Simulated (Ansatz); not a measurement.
**What DFT gives for LaZn$_{2}$Rh$_{2}$**

```
Rh La Zn
1.0
     0.00000    4.23664    0.00000
     4.23664    0.00000    0.00000
     2.11832    2.11832   -5.43646
Rh La Zn
2 1 2
Direct
  0.75000 0.25000 0.50000
  0.25000 0.75000 0.50000
  0.00000 0.00000 0.00000
  0.37800 0.37800 0.24400
  0.62200 0.62200 0.75600
```

The numbers come from plane-wave PAW DFT (Ansatz): PBEsol, no spin polarisation, 420 eV, 9×9×9 Γ-centred k points, gaussian occupations (width 0.1019 eV). Nothing was relaxed.

(1) What happens at the Fermi level?

(2) What do density and ELF say about some of the short contacts?

(3) Is the cell too large or too small?

(4) What is the formation energy?

(5) Which element gives electrons and which takes them?

Origin: a known structure type with other elements, at an estimated volume, so it need not be a known compound. Caveats: f levels without a U or exact exchange are poorly placed.

Results:

(1) It is a metal, with about 3.6 states/eV a cell as the mean within 0.25 eV of the Fermi level, mostly Rh d (49 %) and La d (19 %).

(2) Rh–Zn at 2.53 Å: least valence density 0.36 e/Å³ and ELF 0.25 there. Zn–Zn at 2.65 Å: least valence density 0.25 e/Å³ and ELF 0.36 there. La–Zn at 3.28 Å: least valence density 0.13 e/Å³ and ELF 0.16 there. Both are smooth PAW fields, read partly inside the augmentation spheres.

(3) The pressure is -8.5 GPa (compression positive), so with the atoms held at these fractions the cell would first shrink. The principal stresses -12.8, -6.4, -6.4 GPa differ, so its shape would change too.

(4) -0.37 eV an atom against the elements' usual phases (free molecules for gases, crystals otherwise, with no correction for O₂ or N₂), so it is bound against them; other compounds may still compete. Relaxing would lower it.

(5) Bader charges in e: La +1.49, Zn -0.10, Rh -0.64. In the mean La gives up most and Rh takes most.
